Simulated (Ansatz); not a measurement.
**Surface calculation: bcc Rb (111), 6 layers**

The slab is cut from the bcc crystal, the stable phase, as relaxed on PAW files (91.23 Å³/atom), with 20 Å of vacuum and a dipole correction:

```xyz
6
Lattice="8.0211 0.0000 0.0000 -4.0106 6.9465 0.0000 0.0000 0.0000 28.1865" Properties=species:S:1:pos:R:3 pbc="T T T"
Rb    0.0000    2.3155   10.0000
Rb    0.0000    6.9465   11.6373
Rb    4.0106    4.6310   13.2746
Rb    0.0000    2.3155   14.9119
Rb    0.0000    6.9465   16.5492
Rb    4.0106    4.6310   18.1865
```

All numbers are PBE results (scalar-relativistic) from Ansatz 0.2.0, with a Γ-centred 6×6×1 k mesh, Fermi–Dirac smearing of 0.1 eV, no spin polarisation. Methods: LAPW: all electrons, basis error target 1 meV/atom; PAW: frozen-core files, cutoff 420 eV.

The bulk energy comes from a cell in the slab's orientation on a 6×6×8 mesh. The surface energy is (E(slab) − N·E(bulk))/2A at zero smearing, the mean of both faces; thin slabs carry quantum-size effects.

Task: As cut, the LAPW slab lies 0.728 eV above 6 atoms of bulk. What surface energy is that?

Result: Over two faces of 55.72 Å² it is 6.5 meV/Å², and times 16.02 J/m² per eV/Å² that gives γ = 0.105 J/m².

```
method  γ as cut (J/m²)  γ relaxed (J/m²)  Φ as cut (eV)  Φ relaxed (eV)
  LAPW            0.105             0.099           2.08            2.10
```

Task: How do the spacings between the planes relax?

Result: From the bottom face up: d12 -17.3 % of 1.637 Å, d23 -21.9 % of 1.637 Å, d34 +32.4 % of 1.637 Å, d45 -21.9 % of 1.637 Å, d56 -17.3 % of 1.637 Å.

Task: A field of 0.3 V/Å is applied along the normal, atoms held. What follows?

Result: LAPW finds an induced dipole of 1.1244 e·Å a cell (PAW 1.1249), that is 12.17 Å for 4πα over the area, against 7.44 Å between the outer atoms.

Task: A 3d core hole is made on one atom of each kind in every 1×1 cell (PAW hole dataset, neutral cell, valence without spin). What does it cost by layer?

Result: layer 1 111.08 eV, layer 2 110.88 eV, layer 3 110.77 eV. Shifts between layers mean more than the absolute values, and a whole layer of holes screens otherwise than one hole.
